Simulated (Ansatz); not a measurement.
Ti3Al in space group P6_3/mmc (No. 194; Ti on 6h, Al on 2c) at seven volumes, the program Ansatz at the PBE level (PAW), shape and atoms relaxed at each. One row is withheld.

```tsv
V (Å³/atom)	P (GPa)
15.189	12.84
15.690	7.94
16.191	3.69
16.692	0.00
17.192	-3.20
17.693	-5.97
18.194	?
```

**Question.** Fit the shown pressures and predict the withheld one.

**Answer.** P = (3/2)B₀(x^(7/2) − x^(5/2))[1 + (3/4)(B′ − 4)(x − 1)] with x = (V₀/V)^(2/3). Least squares on the six rows gives V₀ = 16.692 Å³/atom, B₀ = 114 GPa, B′ = 3.70. At V = 18.194, x = 0.9442 and P = -8.37 GPa. The run itself gave -8.38 GPa.

The PBE relaxation kept the symmetry of its start. No spin polarisation was allowed.

Potentials: the later of the program's two PAW sets.
